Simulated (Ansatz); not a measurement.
A: TiO₂ (anatase), a = 3.778 Å, b = 3.778 Å, c = 9.584 Å, α = 90.00°, β = 90.00°, γ = 90.00°
B: Re (hcp, Mg type), a = 2.758 Å, b = 2.758 Å, c = 4.463 Å, α = 90.00°, β = 90.00°, γ = 120.00°
C: Cd (hcp, Mg type), a = b = 2.9620 Å, c = 5.7980 Å, α = β = 90.00°, γ = 120.00°
D: ZnO (wurtzite), a = 3.2352 Å, b = 3.2352 Å, c = 5.2114 Å, α = 90.00°, β = 90.00°, γ = 120.00°

Scan: energy against volume (even scaling of the relaxed cell, symmetry kept). One method and one kind of scan serve all of them; meshes and ranges differ. All were relaxed with their symmetry unable to fall. Re is run without spin polarisation. Spin-orbit coupling is left out. TiO2 is run without spin polarisation.

### Question
Put the candidates in order of bulk modulus at fixed cell shape (fitted), highest first, for r2SCAN (plane waves to 500 eV, PAW, scalar-relativistic; Ansatz, a quantum-chemistry and plane-wave program).

### Answer
B (387 GPa), A (207 GPa), D (150 GPa), C (57.3 GPa)

(A scan under strain: stresses follow from slopes of the energy per volume, elastic moduli from its curvatures.)
